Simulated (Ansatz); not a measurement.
Data:

MoS2:
```cif
data_Mo2S4
_chemical_formula_sum 'Mo2 S4'
_space_group_name_H-M_alt 'P63/mmc'
_space_group_IT_number 194
_space_group_name_Hall '-P 6c 2c'
_cell_length_a 3.17714
_cell_length_b 3.17714
_cell_length_c 12.58084
_cell_angle_alpha 90.000
_cell_angle_beta 90.000
_cell_angle_gamma 120.000
loop_
_atom_site_label
_atom_site_type_symbol
_atom_site_symmetry_multiplicity
_atom_site_Wyckoff_symbol
_atom_site_fract_x
_atom_site_fract_y
_atom_site_fract_z
_atom_site_occupancy
Mo1 Mo 2 b 0.00000 0.00000 0.25000 1
S1 S 4 f 0.33333 0.66667 0.12665 1
```

This is the r²SCAN+D4-relaxed structure.

All from r²SCAN+D4 in the plane-wave PAW code Ansatz, unless another level is named. Give the hole effective mass with spin–orbit coupling.

0.78 mₑ (isotropic).

Predict the valence-band maximum.

at Γ.

Give the conduction-band minimum.

at K (2 equivalent valleys).

Space group P6_3/mmc. The workflow started from a Materials Project entry (that database holds measured and hypothetical structures alike). Its sites differ from those of the usual phase in this space group: another stacking or structure type. The r²SCAN+D4 relaxation kept the symmetry of its start; phonons on a q-mesh show no instability. No spin polarisation was allowed. Scalar-relativistic: spin–orbit coupling is off unless named, which matters more the heavier the elements.

Potentials: the earlier of the program's two PAW sets.

Edges and masses are those of Kohn–Sham bands, whose gap is no quasiparticle gap.
